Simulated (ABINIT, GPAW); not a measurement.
Given: the input of a run of GPAW 26.7.0 (ASE script) on ScRu3. The cell comes from a database or a generator and needn't be the stable form of this composition.

run.py

```python
from ase import Atoms
from ase.dft.bandgap import bandgap
from ase.io import write
from ase.units import Bohr, GPa
from gpaw import GPAW, PW
from gpaw.elf import elf_from_dft_calculation

atoms = Atoms(['Ru', 'Ru', 'Ru', 'Sc'],
              cell=[[3.938437, 0.0, 0.0],
                    [0.0, 3.938437, 0.0],
                    [0.0, 0.0, 3.938437]],
              scaled_positions=[[0.5, 0.5, 0.0],
                                [0.5, 0.0, 0.5],
                                [0.0, 0.5, 0.5],
                                [0.0, 0.0, 0.0]],
              pbc=True)

calc = GPAW(mode=PW(600),
            xc='PBE',
            kpts={'size': (7, 7, 7), 'gamma': True},
            occupations={'name': 'fermi-dirac', 'width': 0.05},
            nbands=51,
            convergence={'density': 1e-05, 'energy': 1e-05},
            maxiter=150,
            txt='gpaw.txt')
atoms.calc = calc
energy = atoms.get_potential_energy()
forces = atoms.get_forces()
stress = atoms.get_stress()
calc.write('gs.gpw')
write('result.traj', atoms)
print(f'Energy: {energy:.6f} eV')
print('Forces (eV/A):')
print(forces.round(4))
print('Stress (GPa):', (stress / GPa).round(3))
print('Fermi level:', round(calc.get_fermi_level(), 4), 'eV')
print(f'Gap: {bandgap(calc)[0]:.4f} eV, direct: {bandgap(calc, direct=True)[0]:.4f} eV')

# fields on the real-space grid
write('density.cube', atoms, data=calc.get_pseudo_density() * Bohr**3)
write('potential.cube', atoms, data=calc.get_electrostatic_potential())
write('elf.cube', atoms, data=elf_from_dft_calculation(calc).data)
```

Potentials or basis: GPAW PAW data sets (gpaw-data 1.2.1), pw.

Run with:

```bash
$ OMP_NUM_THREADS=1 python run.py
```

**Question.** What does the same run look like in ABINIT 10.8.3 (patched build)? Potentials or basis there: JTH PAW PBE v2.0, cutoff 408 eV.

**Answer.** As run (cutoffs and basis follow the program's own potentials, and thresholds, step limits or extra output files can differ):

Contents of run.abi:

```
# Pseudopotentials
pp_dirpath "./"
pseudos "Ru.GGA_PBE-JTH.xml, Sc.GGA_PBE-JTH.xml"

# Structure
acell 3*1.0
rprim
     7.4425672891     0.0000000000     0.0000000000
     0.0000000000     7.4425672891     0.0000000000
     0.0000000000     0.0000000000     7.4425672891
ntypat 2
znucl 44 21
natom 4
typat 1 1 1 2
xred
     0.5000000000     0.5000000000     0.0000000000
     0.5000000000     0.0000000000     0.5000000000
     0.0000000000     0.5000000000     0.5000000000
     0.0000000000     0.0000000000     0.0000000000

# Plane-wave basis
ecut 408.170794 eV
pawecutdg 30.0
pawxcdev 0

# k points
kptopt 1
ngkpt 7 7 7
nshiftk 1
shiftk 0.0 0.0 0.0

# Exchange and correlation
ixc 11

# Bands and occupations
nband 36
occopt 3
tsmear 0.00183747

# SCF cycle
nstep 100
tolvrs 1.0e-9

# Output
iomode 3
prtwf 0
prtden 0
prteig 0
prtebands 0
enunit 2
```

Potentials or basis: JTH PAW PBE v2.0.

Command:

```sh
$ abinit run.abi > log 2>&1
```

Both were run:

|  | GPAW | ABINIT |
| --- | --- | --- |
| Pressure | -2.1 GPa | -1.8 GPa |

Pressure is positive in compression.
